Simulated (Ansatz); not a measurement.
# Data sheet: LaC (DFT)

LaC:
```
CELL_PARAMETERS angstrom
      0.00000     2.67481     2.67481
      2.67481     0.00000     2.67481
      2.67481     2.67481     0.00000
ATOMIC_POSITIONS crystal
  La 0.00000 0.00000 0.00000
  C  0.50000 0.50000 0.50000
```

Space group Fm-3m (No. 225), rock salt; conventional cell a = b = c = 5.350 Å, α = β = γ = 90.00°.

Method: PBEsol (plane waves, PAW; program Ansatz). The cell and atoms are relaxed at this level. Other levels are named where they apply.

Cell and energy:

```yaml
volume_per_atom: 19.14 Å³
density: 6.55 g/cm³
Formation energy from the elements (no fitted shifts): 0.40 eV/atom
```

Electronic structure:

```yaml
electronic_character: metallic (no gap)
Density of states at the Fermi level: 1.8 states/eV per atom (mean over ±0.08 eV)
Gap with spin–orbit coupling: none (metallic)
```

Mechanics:

```yaml
Bulk modulus (Birch–Murnaghan fit): 873 kbar
Pressure derivative B′: 3.9
Elastic constants (relaxed ions, GPa): C11 = 33.9, C12 = 116, C44 = 44.2
mechanical_stability: unstable (C has a negative eigenvalue)
```

Phonons:

```yaml
zone_centre_stability: unstable, softest mode 160i cm⁻¹
```

The start of the workflow was typed in or built on a structure type; neither database checked (COD, Materials Project) lists it. Whether it is the stable phase at ambient conditions was not checked. The cell was relaxed with PBEsol under the symmetry of its start. Its formation energy is positive at this level, so the cell may be metastable or incomplete. As this level gives no gap, shear constants depend on the k-mesh and smearing (Fermi–Dirac, 0.1 eV here). As this level gives no gap, phonon frequencies hold no LO–TO term and depend on the k-mesh and smearing (Fermi–Dirac, 0.1 eV here). On the denser mesh and wider smearing of the elastic run this cell carries a stress of 0.4 GPa. The references are the lowest solids computed at this level, not always the standard phases. Spin–orbit coupling is left out wherever it is not named.

Potentials: the earlier of the program's two PAW sets. The files were generated under PBE; for other functionals the program regenerates the frozen cores, and for LDA and PBEsol the local potential too.
